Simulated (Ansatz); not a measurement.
Ga2O3 (corundum)

```xyz
10
Lattice="2.4923 1.4389 4.4806 -2.4923 1.4389 4.4806 0.0000 -2.8778 4.4806" Properties=species:S:1:pos:R:3 pbc="T T T"
Ga     0.0000     0.0000    11.4980
Ga     0.0000     0.0000     8.6645
Ga     0.0000     0.0000     1.9437
Ga     0.0000     0.0000     4.7772
O     -0.9788    -1.4389     5.6007
O      1.7356    -0.1282     5.6007
O     -0.7567     1.5672     5.6007
O      0.9788     1.4389     7.8410
O     -1.7356     0.1282     7.8410
O      0.7567    -1.5672     7.8410
```

The slice is a (0001) plane (indices of the conventional cell) through the point (0.554, 0.250, 0.946) (fractional), spanned by u = [1 0 -1] and v = [-1 2 -1] in vectors of this cell: u (4.98 Å) and v (8.63 Å, at 90° to u). It covers one period; positions are fractions (u, v).

Calculation: r2SCAN (plane waves to 500 eV, PAW, scalar-relativistic; Ansatz, a quantum-chemistry and plane-wave program). k mesh 8×8×8. These are valence fields of a PAW run, semicore shells included where kept as valence: close to a nucleus they are smooth pseudo fields. Ga2O3 was relaxed with its symmetry unable to fall.

### Question
Predict the map of the electron localisation function (ELF) on the slice.

### Answer
```
|xx999966110000223344331100559999|
|99998833111144779999884400117799|
|775522111111779999xx998822002266|
|1111111111228899xxxx889944000011|
|0011111111228899xxxx999944000000|
|22221111111155999999998833000011|
|88886633110022668888663311002266|
|99999988330000112222111111115599|
|xxxx9999440000000011111111228899|
|xxxx8899440000111111111111228899|
|99xx9988220022667755221111117799|
|99998844001177999999883311114477|
|3344331100559999xx99996611000022|
|00000000116699xxxxxx997711000000|
|3344331100559999xx99996611000022|
|99998844001177999999883311114477|
|99xx9988220022667755221111117799|
|xxxx8899440000111111111111228899|
|xxxx9999440000000011111111228899|
|99999988330000112222111111115599|
|88886633110022668888663311002266|
|22221111111155999999998833000011|
|0011111111228899xxxx999944000000|
|1111111111228899xxxx889944000011|
|775522111111779999xx998822002266|
|99998833111144779999884400117799|
|xx999966110000223344331100559999|
|xxxx99771100000000000000116699xx|
```
Scale: ten equal steps from 0.02 (start of '0') to 0.83 (end of '9'), in the order '0123456789'. Values: electron localisation function (ELF). The map has 16 points along u (two characters each, u = 0 at the left) and 28 along v (v = 0 in the bottom row). Points within 0.4 Å of a nucleus are blanked (x), as the pseudised field means little there.
